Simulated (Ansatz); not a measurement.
# Rb2Be6Pt, a known structure type with other elements, at an estimated volume

```
CELL_PARAMETERS angstrom
0.00000 4.02588 4.02588
4.02588 0.00000 4.02588
4.02588 4.02588 0.00000
ATOMIC_POSITIONS crystal
Pt 0.00000 0.00000 0.00000
Rb 0.25000 0.25000 0.25000
Rb 0.75000 0.75000 0.75000
Be 0.75000 0.25000 0.25000
Be 0.25000 0.75000 0.25000
Be 0.25000 0.75000 0.75000
Be 0.75000 0.25000 0.75000
Be 0.25000 0.25000 0.75000
Be 0.75000 0.75000 0.25000
```

Method: PBE, no spin polarisation; PAW, plane waves to 420 eV, 7×7×7 Γ-centred mesh, fermi-dirac occupations (width 0.1 eV) (Ansatz 0.2.0), atoms fixed.

Charges: Bader charges in e: Rb +0.37, Be +0.74, Pt -5.18. In the mean Be gives up most and Pt takes most.
Electronic structure: It is a metal, with about 5.5 states/eV a cell as the mean within 0.25 eV of the Fermi level.
Formation energy: 1.34 eV an atom against the elements' usual phases (free molecules for gases, crystals otherwise, with no correction for O₂ or N₂), so at this geometry it isn't bound against them. Relaxing would lower it.
Stress: The pressure is 29.6 GPa (compression positive), so with the atoms held at these fractions the cell would first expand; the forces are large, so a full relaxation may end otherwise.

Origin: a known structure type with other elements, at an estimated volume, so it need not be a known compound. Caveats: atoms or cell far from equilibrium.
